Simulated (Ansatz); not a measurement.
**MoS2 (3R-MoS2 type, space group R3m): scan of one atom of the cell**

Relaxed MoS₂ (3R-MoS2 type, space group R3m):

```
MoS2
1.0
    1.58770     0.91666     6.19534
   -1.58770     0.91666     6.19534
    0.00000    -1.83332     6.19534
Mo S
1 2
Direct
  0.00000   0.00000   0.00000
  0.75029   0.75029   0.75029
  0.58300   0.58300   0.58300
```

In this cell atom 2 (S, nearest neighbour Mo at 2.403 Å; its periodic images, 3.2 Å or more away, move with it) is moved by s along Cartesian [111], unit vector (0.577, 0.577, 0.577); all other atoms and the cell stay fixed.

The numbers are results of r2SCAN+rVV10 (plane waves to 500 eV, PAW, scalar-relativistic; Ansatz, an electronic-structure program), not measurements. k mesh 10×10×10 (Γ-centred), Fermi-Dirac smearing 0.05 eV. Energies are smeared free energies. Stress and pressure are positive under compression. Left out: 1 of 11 points, with atoms too close for the PAW data. F∥ is the force on the atom along that direction. F⊥ is the part of the force across the line. MoS2 is run without spin polarisation. MoS2 was relaxed with its symmetry unable to fall. The PAW data are Ansatz's earlier set. This is one of several known forms of MoS2; the measured ambient cells at hand have space group No. 194. The zero of ΔE is the undisplaced structure.

```csv
s (Å),ΔE (meV/cell),F∥ (eV/Å),|F⊥| (eV/Å),P (GPa)
-0.384,1414,8.928,2.459,19.0
-0.288,716,5.751,1.561,12.3
-0.192,287,3.294,0.900,7.1
-0.096,65,1.418,0.398,3.1
0.000,0,-0.001,0.001,0.0
0.096,53,-1.061,0.331,-2.4
0.192,195,-1.843,0.613,-4.2
0.288,400,-2.402,0.856,-5.5
0.384,650,-2.781,1.070,-6.6
0.480,929,-3.012,1.261,-7.4
```

Read from the data:

```
Item                                                                                                                                                 Result
--------------------------------------------------------  -------------------------------------------------------------------------------------------------
Energy at s = 0.480 Å                                                                                                                          929 meV/cell
Force along the line at s = -0.384 Å                                                                                                              8.93 eV/Å
Symmetry of the curve                                                                                   not even: the negative side lies higher at ±0.384 Å
Shape of the curve                                                                           a single well with its minimum at or next to zero displacement
Force constant k = d²E/ds² at s = 0 (finite differences)                                                                                         12.8 eV/Å²
Harmonic estimate at the end of the scan                  ½ks² = 1470 meV/cell against the computed 929 meV/cell, so the well is softer than harmonic there
```

The 11 points together took very roughly 26 core-minutes.

(For displaced atoms, the force is minus the slope of the energy, and its curvature is a force constant, which sets phonon frequencies.)
